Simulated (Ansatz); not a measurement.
NbGa3 in space group I4/mmm (No. 139; Nb on 2a, Ga on 2b, Ga on 4d) at seven volumes, plane-wave PAW LDA (Ansatz code), shape and atoms relaxed at each. One row is withheld.

```
V (Å³/atom)  P (GPa)
-----------  -------
13.678             ?
14.129         10.46
14.580          4.79
15.031          0.00
15.482         -4.05
15.933         -7.44
16.384        -10.30
```

Question: Fit the shown pressures and predict the withheld one.

Answer: P = (3/2)B₀(x^(7/2) − x^(5/2))[1 + (3/4)(B′ − 4)(x − 1)] with x = (V₀/V)^(2/3). Least squares on the six rows gives V₀ = 15.031 Å³/atom, B₀ = 146 GPa, B′ = 4.70. At V = 13.678, x = 1.0649 and P = 17.20 GPa. The run itself gave 17.17 GPa.

The first step of the workflow began from a Materials Project structure, measured or hypothetical; the Crystallography Open Database files this formula in space group No. 139, but the cells were not matched. Its standing as an ambient phase is unchecked. The LDA relaxation kept the symmetry of its start; of distortions, only those at the zone centre were tested. No spin polarisation was allowed.

Potentials: the later of the program's two PAW sets.
